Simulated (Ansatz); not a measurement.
Input file for Ansatz (a first-principles code):

Ansatz 0.2 input:
```yaml
crystal:
  lattice:
    - [1.5912207817, 0.9186917467, 7.7109832552]
    - [-1.5912207817, 0.9186917467, 7.7109832552]
    - [0.0, -1.8373834934, 7.7109832552]
  atoms:
    - { symbol: Mg, position: [0.0, 0.0, 0.0] }
    - { symbol: Mg, position: [0.2220407065, 0.2220407065, 0.2220407065] }
    - { symbol: Mg, position: [0.7779592935, 0.7779592935, 0.7779592935] }
kpoints:
  mp_grid: { grid: [31, 31, 31] }
hamiltonian:
  xc: pbesol
  pseudopotentials: { azcp: { folder: ./paw }, kind: paw }
scf:
  occupations: { method: fermi_dirac, width: 0.1 }
elastic: { mode: relaxed_ion, stencil: two_point, amplitude: 0.005, f_tol: 0.0005 }
```

Output (shortened):

```
Pseudopotential: Mg, paw, valence charge 10
Functional definition: PBEsol
Crystal: 3 atoms, lattice volume = 67.633 Å³
Basis set: ecut = 420 eV, 1321 PW (Γ), exchange–correlation on 108×108×108 points (8 copies of the dense FFT grid, shifted against one another)
Bands: 19, of which v1, the nominal top of the filled ones, is band 15 counted from 1 (14 counted from 0)
Symmetry: 12 space group operations
Space group: R-3m (ITA 166), of the structure as read, at distance tolerance 4.1e-5 Å
k-points: 2736 of 29791
SCF 1 converged in 11 iterations: F = -5736.167811 eV  dr2 = 2.12e-14
the run's memory leaves no room for the unstrained crystal's orbitals beside the elastic batch's strained cells …
Crystal: 3 atoms, lattice volume = 67.295 Å³
Basis set: ecut = 420 eV, 1301 PW (Γ), exchange–correlation on 108×108×108 points (8 copies of the dense FFT grid, shifted against one another)
Symmetry: 4 space group operations
k-points: 7696 of 29791
SCF 2 converged in 10 iterations: F = -5736.167574 eV  dr2 = 6.24e-15
relax step   1: F+E_penalty+E_count = -5736.16757384 eV  Δ(F+E_penalty+E_count) = +0.000e0 eV  max|allowed force component| = 4.487e-3 eV/Å  Δτ_max = 0.0000 Å  (10 SCF iters, accepted)
Crystal: 3 atoms, lattice volume = 67.295 Å³
SCF 3 converged in 7 iterations: F = -5736.167591 eV  dr2 = 5.27e-14
relax step   2: F+E_penalty+E_count = -5736.16759056 eV  Δ(F+E_penalty+E_count) = -1.672e-5 eV  max|allowed force component| = 1.248e-3 eV/Å  Δτ_max = 0.0029 Å  (7 SCF iters, accepted)
Crystal: 3 atoms, lattice volume = 67.295 Å³
SCF 4 converged in 7 iterations: F = -5736.167592 eV  dr2 = 3.39e-14
relax step   3: F+E_penalty+E_count = -5736.16759194 eV  Δ(F+E_penalty+E_count) = -1.381e-6 eV  max|allowed force component| = 1.686e-4 eV/Å  Δτ_max = 0.0011 Å  (7 SCF iters, accepted)
Crystal: 3 atoms, lattice volume = 67.295 Å³
SCF 5 converged in 9 iterations: F = -5736.167592 eV  dr2 = 2.57e-14
Crystal: 3 atoms, lattice volume = 67.972 Å³
SCF 6 converged in 10 iterations: F = -5736.167325 eV  dr2 = 2.65e-14
relax step   1: F+E_penalty+E_count = -5736.16732474 eV  Δ(F+E_penalty+E_count) = +0.000e0 eV  max|allowed force component| = 4.429e-3 eV/Å  Δτ_max = 0.0000 Å  (10 SCF iters, accepted)
Crystal: 3 atoms, lattice volume = 67.972 Å³
SCF 7 converged in 7 iterations: F = -5736.167343 eV  dr2 = 8.95e-14
relax step   2: F+E_penalty+E_count = -5736.16734254 eV  Δ(F+E_penalty+E_count) = -1.780e-5 eV  max|allowed force component| = 1.976e-4 eV/Å  Δτ_max = 0.0039 Å  (7 SCF iters, accepted)
Crystal: 3 atoms, lattice volume = 67.972 Å³
SCF 8 converged in 8 iterations: F = -5736.167343 eV  dr2 = 7.46e-14
Crystal: 3 atoms, lattice volume = 67.295 Å³
SCF 9 converged in 10 iterations: F = -5736.166888 eV  dr2 = 9.84e-15
relax step   1: F+E_penalty+E_count = -5736.16688801 eV  Δ(F+E_penalty+E_count) = +0.000e0 eV  max|allowed force component| = 4.563e-4 eV/Å  Δτ_max = 0.0000 Å  (10 SCF iters, accepted)
Crystal: 3 atoms, lattice volume = 67.295 Å³
SCF 10 converged in 9 iterations: F = -5736.166888 eV  dr2 = 3.06e-14
Crystal: 3 atoms, lattice volume = 67.972 Å³
SCF 11 converged in 10 iterations: F = -5736.167983 eV  dr2 = 2.57e-14
relax step   1: F+E_penalty+E_count = -5736.16798301 eV  Δ(F+E_penalty+E_count) = +0.000e0 eV  max|allowed force component| = 4.819e-4 eV/Å  Δτ_max = 0.0000 Å  (10 SCF iters, accepted)
Crystal: 3 atoms, lattice volume = 67.972 Å³
SCF 12 converged in 9 iterations: F = -5736.167983 eV  dr2 = 1.22e-14
Crystal: 3 atoms, lattice volume = 67.633 Å³
SCF 13 converged in 9 iterations: F = -5736.167708 eV  dr2 = 2.76e-14
relax step   1: F+E_penalty+E_count = -5736.16770757 eV  Δ(F+E_penalty+E_count) = +0.000e0 eV  max|allowed force component| = 9.030e-4 eV/Å  Δτ_max = 0.0000 Å  (9 SCF iters, accepted)
Crystal: 3 atoms, lattice volume = 67.633 Å³
SCF 14 converged in 7 iterations: F = -5736.167708 eV  dr2 = 1.57e-14
relax step   2: F+E_penalty+E_count = -5736.16770828 eV  Δ(F+E_penalty+E_count) = -7.181e-7 eV  max|allowed force component| = 2.522e-4 eV/Å  Δτ_max = 0.0006 Å  (7 SCF iters, accepted)
Crystal: 3 atoms, lattice volume = 67.633 Å³
SCF 15 converged in 8 iterations: F = -5736.167708 eV  dr2 = 9.35e-14
Crystal: 3 atoms, lattice volume = 67.633 Å³
Basis set: ecut = 420 eV, 1319 PW (Γ), exchange–correlation on 108×108×108 points (8 copies of the dense FFT grid, shifted against one another)
SCF 16 converged in 9 iterations: F = -5736.167708 eV  dr2 = 2.77e-14
relax step   1: F+E_penalty+E_count = -5736.16770763 eV  Δ(F+E_penalty+E_count) = +0.000e0 eV  max|allowed force component| = 6.451e-4 eV/Å  Δτ_max = 0.0000 Å  (9 SCF iters, accepted)
Crystal: 3 atoms, lattice volume = 67.633 Å³
SCF 17 converged in 7 iterations: F = -5736.167708 eV  dr2 = 1.53e-14
relax step   2: F+E_penalty+E_count = -5736.16770804 eV  Δ(F+E_penalty+E_count) = -4.079e-7 eV  max|allowed force component| = 2.718e-4 eV/Å  Δτ_max = 0.0006 Å  (7 SCF iters, accepted)
Crystal: 3 atoms, lattice volume = 67.633 Å³
SCF 18 converged in 8 iterations: F = -5736.167708 eV  dr2 = 9.57e-14
SCF converged after 11 iterations
Free energy (F): -5736.167811 eV
Harris-Foulkes:  -5736.167811 eV  (|F-HF|=9.09e-13)
Internal energy: -5736.127770 eV  (E = F + TS)
E sigma→0 (E₀):  -5736.147791 eV
Entropy (-TS):   -0.040042 eV (-13.347 meV/atom)
Fermi energy:    5.709769 eV
--- Per-component energies (eV) ---
  E_band       = -1065.019995
  E_kinetic    = 207.870097
  E_local      = -5120.518465  (includes V_loc(G=0)·N_el)
  E_nonlocal   = 587.996499
  E_hartree    = 1743.950645
  E_xc         = -77.224694
  E_vxc        = -100.078771  (∫ρ·V_xc dr)
  E_paw        = -870.136035  (= ΣΔE_a)
  E_vpaw       = -128.190202  (= ΣTr[D̂ρ^β])
  E_aug_tail   = -0.000442  (compensation charges beyond the density's cutoff)
  E_ewald      = -2208.241962
  E_core_change = 0.176587  (= ΣΔE_core)
  E_smearing   = -0.040042  (= −TS)
  E_closure    = 0.000000  (closes the sum)
  Σ components = -5736.167811   (vs F -5736.167811, Δ=0.00e0)
--- Forces (eV/Å), atoms counted from 1 ---
  atom   1  Mg     0.00000000     0.00000000     0.00000000
  atom   2  Mg     0.00000000     0.00000000     0.00047542
  atom   3  Mg     0.00000000     0.00000000    -0.00047542
  max |Σ_I F_I| component: 0.0 eV/Å
--- Stress (GPa, compression-positive) ---
       -0.061613       0.000000       0.000000
        0.000000      -0.061613       0.000000
        0.000000       0.000000       0.257279
  P = ⅓ Tr σ = 0.0447 GPa (0.447 kbar)
--- Band table (eV; the first three rows and the last of 2736) ---
  k-point 0: bands = ["-69.9101", "-69.9081", "-69.9041", "-36.8623", "-36.8587", "-36.8389", "-36.8389", "-36.8370", "-36.8370", "-36.8332", "-36.8319", "-36.8319", "-1.2932", "1.2090", "1.2198", "8.4211", "8.4237", "16.8894", "16.8894"]
  k-point 1: bands = ["-69.9101", "-69.9081", "-69.9041", "-36.8623", "-36.8587", "-36.8391", "-36.8390", "-36.8372", "-36.8370", "-36.8332", "-36.8322", "-36.8320", "-1.2721", "1.1814", "1.2882", "8.3407", "8.5405", "16.1760", "16.4695"]
  k-point 2: bands = ["-69.9100", "-69.9080", "-69.9040", "-36.8622", "-36.8585", "-36.8398", "-36.8392", "-36.8379", "-36.8372", "-36.8334", "-36.8329", "-36.8321", "-1.2091", "1.1897", "1.4021", "8.2954", "8.6946", "15.2070", "15.9526"]
  k-point 2735: bands = ["-69.9098", "-69.9084", "-69.9040", "-36.8695", "-36.8440", "-36.8409", "-36.8397", "-36.8395", "-36.8362", "-36.8361", "-36.8325", "-36.8323", "-0.6541", "-0.6225", "4.0437", "4.5426", "13.4713", "13.5894", "16.0629"]
--- Elastic constants: 3 strain directions × 2 members + reference (group order 12) ---
  dense FFT box of the reference and of every strained cell: 54×54×54
  strains applied: 11, 33, 23; error gains …
  C = ∂σ_k/∂η_j (tension-positive GPa; Voigt order 11 22 33 23 13 12):
        65.219     25.352     20.536      0.344      0.000      0.000
        25.352     65.219     20.536     -0.344      0.000      0.000
        20.860     20.860     71.291      0.000      0.000      0.000
         0.343     -0.343      0.000     19.551      0.000      0.000
         0.000      0.000      0.000      0.000     19.551      0.343
         0.000      0.000      0.000      0.000      0.344     19.934
  reference stress σ⁰ (GPa):      0.062      0.062     -0.257      0.000      0.000      0.000
  moduli (Voigt/Reuss/Hill, GPa): K = 37.25/37.24/37.25   G = 20.81/20.61/20.71   E = 52.41   ν = 0.265
  mechanically stable: yes (min eigenvalue of sym C = 19.35 GPa)
  strain η (Voigt 11):  stress-route row diagonal C_11 = 65.22 GPa, energy-path curvature d²(F+E_count+ΔE)/dδ²/Ω₀ = 65.26 GPa
         δ    σ_11 (GPa)             F (eV)   n_scf  n_hpsi   n_pw
    -5.000e-3      -0.2724       -5736.1675919       9  2721843   1333   relax 3 steps, max|allowed force component| 1.69e-4 eV/Å
     5.000e-3       0.3798       -5736.1673425       8  2579050   1352   relax 2 steps, max|allowed force component| 1.98e-4 eV/Å
  strain η (Voigt 33):  stress-route row diagonal C_33 = 71.29 GPa, energy-path curvature d²(F+E_count+ΔE)/dδ²/Ω₀ = 71.25 GPa
         δ    σ_33 (GPa)             F (eV)   n_scf  n_hpsi   n_pw
    -5.000e-3      -0.6204       -5736.1668880       9  961453   1335   relax 1 steps, max|allowed force component| 4.56e-4 eV/Å
     5.000e-3       0.0925       -5736.1679830       9  988416   1352   relax 1 steps, max|allowed force component| 4.82e-4 eV/Å
  strain η (Voigt 23):  stress-route row diagonal C_44 = 19.55 GPa, energy-path curvature d²(F+E_count+ΔE)/dδ²/Ω₀ = 19.58 GPa
         δ    σ_23 (GPa)             F (eV)   n_scf  n_hpsi   n_pw
    -5.000e-3      -0.0975       -5736.1677083       8  2602393   1341   relax 2 steps, max|allowed force component| 2.52e-4 eV/Å
     5.000e-3       0.0980       -5736.1677080       8  2599506   1341   relax 2 steps, max|allowed force component| 2.72e-4 eV/Å
```

Cost: roughly 30 core-minutes on shared cores.

The first step of the workflow began from a Materials Project structure, measured or hypothetical; the Crystallography Open Database copy checked does not list it. It is not the phase usual at ambient conditions (space group No. 194). Symmetry was held in the PBEsol relaxation; of distortions, only those at the zone centre were tested. As this level gives no gap, shear constants depend on the k-mesh and smearing (Fermi–Dirac, 0.1 eV here). Axis ratios of metals converge slowly with the k-mesh, so a and c are less sure than the volume.

Potentials: the earlier of the program's two PAW sets.

Ansatz is a plane-wave DFT program.
